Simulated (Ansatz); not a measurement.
# Ionic part of the dielectric constant of CsRbBr₂, mode by mode

Computed with DFT PBE, scalar-relativistic, plane waves, PAW in Ansatz. Settings: 420 eV plane-wave cutoff, Γ-centred 6×6×6 mesh, fixed occupations. No spin polarisation. Phonons by linear response, acoustic sum rule imposed.

Symmetry: R-3m, No. 166, trigonal system. The conventional cell has a = 5.089 Å, b = 5.089 Å, c = 25.003 Å, α = 90.00°, β = 90.00°, γ = 120.00°. Cs (site symmetry -3m) is surrounded by 6 Br at 3.67 Å. Rb (site symmetry -3m) has 6 Br at 3.54 Å as nearest neighbours. Br (site symmetry 3m) has 3 Rb at 3.54 Å and 3 Cs at 3.67 Å as nearest neighbours.

The cell was built by swapping an element in a database structure (itself possibly hypothetical) and relaxing; it need not be the stable form of this composition. Spin–orbit coupling is left out, which matters for heavy elements.

The primitive cell has V = 186.90 Å³ and ε∞,yy = 2.487. Each polar mode adds Δε = (4.92064×10⁷/V)·S/ν² along y, with S its oscillator strength in e²/amu, ν in cm⁻¹ and V in Å³.

Problem. From these modes, find each Δε and ε0,yy.
```tsv
ν (cm⁻¹)	S_yy (e²/amu)
47.5	0.00082
69.8	0.06268
```

Solution.
```
ν (cm⁻¹)    Δε
    47.5  0.10
    69.8  3.38
```

The sum is 3.480, so ε0,yy = 5.97; the run's tensor has 5.97.

Problem. Where do the longitudinal modes lie for a wave vector along y?

Solution. At 48, 108 cm⁻¹. The Lyddane–Sachs–Teller product Π(ν_LO/ν_TO)² = 2.40 matches ε0/ε∞ = 2.40.